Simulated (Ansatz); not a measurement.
Relaxation of a generated cell, Au built in the AFLOW prototype A_cI16_220_c (as in Li); 8 atoms in the cell, which starts as I-43d (No. 220), cI16; a = b = c = 6.477 Å, α = β = γ = 90.00°. Method: r2SCAN (plane waves to 500 eV, PAW, scalar-relativistic; Ansatz, an electronic-structure program). Γ-centred k-mesh 10×10×10 on the run's cell, Fermi–Dirac smearing 0.05 eV. 

The optimiser's lines from the output (shortened; P is positive under compression):

```
relax step   1: F+E_penalty+E_count = -105307.28826777 eV  Δ(F+E_penalty+E_count) = +0.000e0 eV  max|allowed force component| = 3.628e-1 eV/Å  Δτ_max = 0.0000 Å  P = +12.408 GPa  Ω = 135.835 Å³  (8 SCF iters, dr2 threshold 1.00e-7 eV, accepted)
relax step   2: F+E_penalty+E_count = -105307.36480500 eV  Δ(F+E_penalty+E_count) = -7.654e-2 eV  max|allowed force component| = 2.466e-2 eV/Å  Δτ_max = 0.0609 Å  P = -9.560 GPa  Ω = 156.734 Å³  (9 SCF iters, dr2 threshold 8.00e-7 eV, accepted)
relax step   3: F+E_penalty+E_count = -105307.79713108 eV  Δ(F+E_penalty+E_count) = -4.323e-1 eV  max|allowed force component| = 7.225e-2 eV/Å  Δτ_max = 0.0238 Å  P = -2.390 GPa  Ω = 146.242 Å³  (7 SCF iters, dr2 threshold 8.00e-7 eV, accepted)
relax step   4: F+E_penalty+E_count = -105307.86209695 eV  Δ(F+E_penalty+E_count) = -6.497e-2 eV  max|allowed force component| = 4.826e-2 eV/Å  Δτ_max = 0.0461 Å  P = -0.065 GPa  Ω = 143.103 Å³  (10 SCF iters, dr2 threshold 8.00e-7 eV, accepted)
relax step   5: F+E_penalty+E_count = -105307.88842875 eV  Δ(F+E_penalty+E_count) = -2.633e-2 eV  max|allowed force component| = 1.472e-2 eV/Å  Δτ_max = 0.0611 Å  P = -0.368 GPa  Ω = 142.655 Å³  (12 SCF iters, dr2 threshold 1.46e-7 eV, accepted)
relax step   6: F+E_penalty+E_count = -105307.89419441 eV  Δ(F+E_penalty+E_count) = -5.766e-3 eV  max|allowed force component| = 7.064e-3 eV/Å  Δτ_max = 0.0319 Å  P = +0.075 GPa  Ω = 141.923 Å³  (12 SCF iters, dr2 threshold 3.39e-7 eV, accepted)
relax step   7: F+E_penalty+E_count = -105307.89594982 eV  Δ(F+E_penalty+E_count) = -1.755e-3 eV  max|allowed force component| = 2.638e-3 eV/Å  Δτ_max = 0.0265 Å  P = -0.037 GPa  Ω = 141.794 Å³  (12 SCF iters, dr2 threshold 1.41e-8 eV, accepted)
relax step   8: F+E_penalty+E_count = -105307.89661913 eV  Δ(F+E_penalty+E_count) = -6.693e-4 eV  max|allowed force component| = 1.804e-3 eV/Å  Δτ_max = 0.0185 Å  P = +0.000 GPa  Ω = 141.598 Å³  (12 SCF iters, dr2 threshold 3.51e-9 eV, accepted)
relax step   9: F+E_penalty+E_count = -105307.89760751 eV  Δ(F+E_penalty+E_count) = -9.884e-4 eV  max|allowed force component| = 2.127e-3 eV/Å  Δτ_max = 0.0342 Å  P = +0.019 GPa  Ω = 141.318 Å³  (16 SCF iters, accepted)
relax step  10: F+E_penalty+E_count = -105307.89941238 eV  Δ(F+E_penalty+E_count) = -1.805e-3 eV  max|allowed force component| = 4.471e-3 eV/Å  Δτ_max = 0.0391 Å  P = +0.077 GPa  Ω = 141.020 Å³  (15 SCF iters, accepted)
relax step  11: F+E_penalty+E_count = -105307.91080237 eV  Δ(F+E_penalty+E_count) = -1.139e-2 eV  max|allowed force component| = 5.437e-3 eV/Å  Δτ_max = 0.1268 Å  P = -0.153 GPa  Ω = 140.812 Å³  (11 SCF iters, dr2 threshold 1.49e-8 eV, accepted)
relax step  12: F+E_penalty+E_count = -105307.91131180 eV  Δ(F+E_penalty+E_count) = -5.094e-4 eV  max|allowed force component| = 2.702e-3 eV/Å  Δτ_max = 0.1137 Å  P = +1.006 GPa  Ω = 139.716 Å³  (10 SCF iters, dr2 threshold 5.81e-8 eV, rejected (line search))
relax step  13: F+E_penalty+E_count = -105307.91379713 eV  Δ(F+E_penalty+E_count) = -2.995e-3 eV  max|allowed force component| = 1.865e-3 eV/Å  Δτ_max = 0.0554 Å  P = -0.146 GPa  Ω = 140.752 Å³  (13 SCF iters, accepted)
relax step  14: F+E_penalty+E_count = -105307.91426092 eV  Δ(F+E_penalty+E_count) = -4.638e-4 eV  max|allowed force component| = 3.410e-4 eV/Å  Δτ_max = 0.0298 Å  P = +0.134 GPa  Ω = 140.489 Å³  (12 SCF iters, dr2 threshold 5.34e-8 eV, accepted)
relax step  15: F+E_penalty+E_count = -105307.91422371 eV  Δ(F+E_penalty+E_count) = +3.721e-5 eV  max|allowed force component| = 1.640e-4 eV/Å  Δτ_max = 0.0017 Å  P = -0.058 GPa  Ω = 140.666 Å³  (6 SCF iters, dr2 threshold 4.51e-8 eV, accepted)
relax step  16: F+E_penalty+E_count = -105307.91426291 eV  Δ(F+E_penalty+E_count) = -3.920e-5 eV  max|allowed force component| = 9.362e-5 eV/Å  Δτ_max = 0.0014 Å  P = +0.001 GPa  Ω = 140.611 Å³  (6 SCF iters, dr2 threshold 8.53e-9 eV, accepted)
relax step  17: F+E_penalty+E_count = -105307.91685271 eV  Δ(F+E_penalty+E_count) = -2.590e-3 eV  max|allowed force component| = 1.074e-4 eV/Å  Δτ_max = 0.0000 Å  P = +0.015 GPa  Ω = 140.611 Å³  stress off target by 1.48e-2 GPa  SCF on the basis re-selected at this cell (its energy is not comparable with the rows above)  (8 SCF iters)
```

From the first to the last row the energy changes by -0.08 eV/atom and the volume by +3.5 %. The last row is marked as not comparable with the walk above it, whose basis was carried along; it does compare with step 1, since both stand on a basis selected at the nominal cutoff for their own cell.

Step 12 was rejected by the optimiser.

 The final structure: Im-3m (No. 229), cI2, bcc (W type); a = b = c = 3.276 Å, α = β = γ = 90.00°. Between re-selections the logged energies stand on a plane-wave basis carried along with the cell. No spin polarisation in the result.

The run could not lose the symmetry of its start: the end is stationary, and may be a saddle point rather than a minimum.

The relaxed structure here is a generated cell of Au: the first start was made by placing the elements on the sites of a structure type, and the end was not matched to a known phase here, so it may be hypothetical. Known forms of Au include space group No. 225.
